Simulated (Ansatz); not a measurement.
HgS (zinc blende, F-43m), a = b = c = 5.8758 Å, α = β = γ = 90.00°; the cell used has 2 atoms.

Relaxed with PBEsol.

Problem. Which orbitals make up the states near the Fermi level in PBEsol (plane waves, PAW; program Ansatz)?

Solution. Within 0.5 eV of the Fermi level: S 3p 81 %, Hg 5d 15 %. Projections are on Löwdin-orthogonalised atomic valence shells; empty p or d shells of many metals are not among them.

Problem. Tabulate the density of states.

Solution. States/eV per cell of 2 atoms, in 0.25 eV bins, energy from the Fermi level.

| E (eV) | total | Hg 5d | S 3p | Hg 6s |
|---|---|---|---|---|
| -7.85 | 0.00 | 0.00 | 0.00 | 0.00 |
| -7.60 | 0.00 | 0.00 | 0.00 | 0.00 |
| -7.35 | 0.00 | 0.00 | 0.00 | 0.00 |
| -7.10 | 1.99 | 1.57 | 0.35 | 0.07 |
| -6.85 | 12.45 | 10.22 | 1.96 | 0.24 |
| -6.60 | 5.43 | 4.61 | 0.68 | 0.12 |
| -6.35 | 4.51 | 4.03 | 0.32 | 0.14 |
| -6.10 | 11.89 | 11.57 | 0.15 | 0.12 |
| -5.85 | 2.44 | 1.88 | 0.24 | 0.23 |
| -5.60 | 1.28 | 1.00 | 0.10 | 0.10 |
| -5.35 | 0.22 | 0.06 | 0.10 | 0.05 |
| -5.10 | 1.76 | 0.50 | 0.69 | 0.47 |
| -4.85 | 1.48 | 0.45 | 0.54 | 0.38 |
| -4.60 | 0.95 | 0.30 | 0.34 | 0.23 |
| -4.35 | 0.72 | 0.22 | 0.26 | 0.16 |
| -4.10 | 0.58 | 0.17 | 0.21 | 0.13 |
| -3.85 | 0.47 | 0.13 | 0.17 | 0.10 |
| -3.60 | 0.39 | 0.11 | 0.15 | 0.09 |
| -3.35 | 0.32 | 0.08 | 0.12 | 0.07 |
| -3.10 | 0.27 | 0.06 | 0.10 | 0.06 |
| -2.85 | 1.29 | 0.17 | 0.96 | 0.06 |
| -2.60 | 1.54 | 0.20 | 1.17 | 0.06 |
| -2.35 | 1.69 | 0.22 | 1.30 | 0.06 |
| -2.10 | 2.01 | 0.26 | 1.58 | 0.05 |
| -1.85 | 1.97 | 0.26 | 1.55 | 0.04 |
| -1.60 | 1.93 | 0.26 | 1.53 | 0.04 |
| -1.35 | 1.90 | 0.26 | 1.52 | 0.03 |
| -1.10 | 1.87 | 0.26 | 1.51 | 0.02 |
| -0.85 | 1.21 | 0.17 | 0.98 | 0.01 |
| -0.60 | 0.79 | 0.12 | 0.65 | 0.00 |
| -0.35 | 0.50 | 0.08 | 0.41 | 0.00 |
| -0.10 | 0.16 | 0.03 | 0.13 | 0.00 |
| 0.15 | 0.01 | 0.00 | 0.00 | 0.00 |
| 0.40 | 0.02 | 0.00 | 0.01 | 0.01 |
| 0.65 | 0.05 | 0.00 | 0.02 | 0.02 |
| 0.90 | 0.08 | 0.00 | 0.04 | 0.03 |
| 1.15 | 0.14 | 0.00 | 0.06 | 0.06 |
| 1.40 | 0.26 | 0.00 | 0.10 | 0.12 |
| 1.65 | 0.54 | 0.01 | 0.18 | 0.25 |
| 1.90 | 0.61 | 0.01 | 0.21 | 0.29 |
| 2.15 | 0.68 | 0.01 | 0.24 | 0.32 |
| 2.40 | 0.77 | 0.01 | 0.28 | 0.37 |
| 2.65 | 0.89 | 0.01 | 0.33 | 0.42 |
| 2.90 | 1.09 | 0.01 | 0.42 | 0.51 |
| 3.15 | 1.78 | 0.02 | 0.68 | 0.79 |
| 3.40 | 1.01 | 0.01 | 0.35 | 0.40 |
| 3.65 | 0.52 | 0.00 | 0.11 | 0.12 |
| 3.90 | 0.38 | 0.00 | 0.02 | 0.01 |
| 4.15 | 0.48 | 0.00 | 0.03 | 0.01 |
| 4.40 | 0.58 | 0.00 | 0.03 | 0.02 |
| 4.65 | 0.73 | 0.00 | 0.04 | 0.02 |

Symmetry was held in the PBEsol relaxation. Spin–orbit coupling is left out wherever it is not named.

Potentials: the later of the program's two PAW sets.
